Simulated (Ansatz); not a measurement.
C:
```cif
data_C8
_chemical_formula_sum 'C8'
_space_group_name_H-M_alt 'P 1'
_space_group_IT_number 1
_cell_length_a 2.50530
_cell_length_b 2.50530
_cell_length_c 8.26432
_cell_angle_alpha 90.000
_cell_angle_beta 90.000
_cell_angle_gamma 120.000
loop_
_space_group_symop_operation_xyz
  'x, y, z'
loop_
_atom_site_label
_atom_site_type_symbol
_atom_site_fract_x
_atom_site_fract_y
_atom_site_fract_z
_atom_site_occupancy
C1 C 0.00000 0.00000 0.59295 1
C2 C 0.00000 0.00000 0.40705 1
C3 C 0.00000 0.00000 0.09295 1
C4 C 0.00000 0.00000 0.90705 1
C5 C 0.33333 0.66667 0.34446 1
C6 C 0.66667 0.33333 0.65554 1
C7 C 0.66667 0.33333 0.84446 1
C8 C 0.33333 0.66667 0.15554 1
```

Relaxed with PBEsol.

**Question.** Give the optical modes at the zone centre with their infrared activity from DFPT, plane-wave PAW PBEsol (Ansatz code).

**Answer.** Transverse frequencies, without the LO–TO term; a row sums one degenerate level.

| ω (cm⁻¹) | degeneracy | IR ((D/Å)²/amu) | activity | symmetry |
|---|---|---|---|---|
| 389 | 2 | 0.00 | IR-inactive | E2u |
| 407 | 2 | 0.00 | IR-inactive | E2g |
| 532 | 2 | 0.00 | IR-inactive | E1g |
| 699 | 1 | 0.00 | IR-inactive | B1g |
| 709 | 1 | 0.00 | IR-inactive | B2u |
| 1058 | 1 | 0.00 | IR-inactive | A1g |
| 1210 | 2 | 0.01 | IR-inactive | E1u |
| 1245 | 1 | 0.00 | IR-inactive | A2u |
| 1246 | 2 | 0.00 | IR-inactive | E2g |
| 1258 | 2 | 0.00 | IR-inactive | E2u |
| 1287 | 1 | 0.00 | IR-inactive | B2u |
| 1294 | 1 | 0.00 | IR-inactive | A1g |
| 1307 | 2 | 0.00 | IR-inactive | E1g |
| 1315 | 1 | 0.00 | IR-inactive | B1g |

Space group P6_3/mmc. The workflow started from a Materials Project entry (that database holds measured and hypothetical structures alike). Its sites differ from those of the usual phase in this space group: another stacking or structure type. Symmetry was held in the PBEsol relaxation; whether a distortion lowers the energy is not shown.

Potentials: the earlier of the program's two PAW sets. The files were generated under PBE; for other functionals the program regenerates the frozen cores, and for LDA and PBEsol the local potential too.
